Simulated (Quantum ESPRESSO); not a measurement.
pw.x input (Quantum ESPRESSO 7.5; PBE, PseudoDojo standard norm-conserving files, scalar-relativistic):

```
&CONTROL
  calculation = 'scf'
  pseudo_dir = './pseudo'
  outdir = './out'
  tprnfor = .true.
  tstress = .true.
/
&SYSTEM
  ibrav = 0
  nat = 2
  ntyp = 2
  ecutwfc = 66.0
  ecutrho = 264.0
  occupations = 'smearing'
  smearing = 'fd'
  degauss = 0.002
  nbnd = 17
/
&ELECTRONS
  conv_thr = 2e-10
/
ATOMIC_SPECIES
S 32.0600 S.upf
Hg 200.5920 Hg.upf
CELL_PARAMETERS angstrom
  0.000000000000   2.969665000000   2.969665000000
  2.969665000000   0.000000000000   2.969665000000
  2.969665000000   2.969665000000   0.000000000000
ATOMIC_POSITIONS crystal
S   0.750000000000   0.750000000000   0.750000000000
Hg   0.000000000000   0.000000000000   0.000000000000
K_POINTS automatic
8 8 8 0 0 0
```

End of the output:

```
     total energy              =    -355.26826961 Ry
     estimated scf accuracy    <       0.00000237 Ry
     total energy              =    -355.26827037 Ry
     estimated scf accuracy    <       0.00000035 Ry
     total energy              =    -355.26827046 Ry
     estimated scf accuracy    <       0.00000001 Ry
[...]
     the Fermi energy is     7.6409 ev
!    total energy              =    -355.26827046 Ry
     estimated scf accuracy    <          4.9E-11 Ry
     smearing contrib. (-TS)   =      -0.00001724 Ry
     internal energy E=F+TS    =    -355.26825322 Ry
     The total energy is F=E-TS. E is the sum of the following terms:
     one-electron contribution =    -206.35860345 Ry
     hartree contribution      =     107.81642276 Ry
     xc contribution           =     -61.47289239 Ry
     ewald contribution        =    -195.25318014 Ry
     convergence has been achieved in   8 iterations
     Forces acting on atoms (cartesian axes, Ry/au):
     atom    1 type  1   force =    -0.00000000    0.00000000    0.00000000
     atom    2 type  2   force =     0.00000000   -0.00000000   -0.00000000
     Total force =     0.000000     Total SCF correction =     0.000000
     Computing stress (Cartesian axis) and pressure
          total   stress  (Ry/bohr**3)                   (kbar)     P=       13.35
   0.00009074   0.00000000  -0.00000000           13.35        0.00       -0.00
   0.00000000   0.00009074   0.00000000            0.00       13.35        0.00
  -0.00000000  -0.00000000   0.00009074           -0.00       -0.00       13.35
```

Spin-orbit coupling is not included.

Geometry of the Materials Project entry, not relaxed at this level.
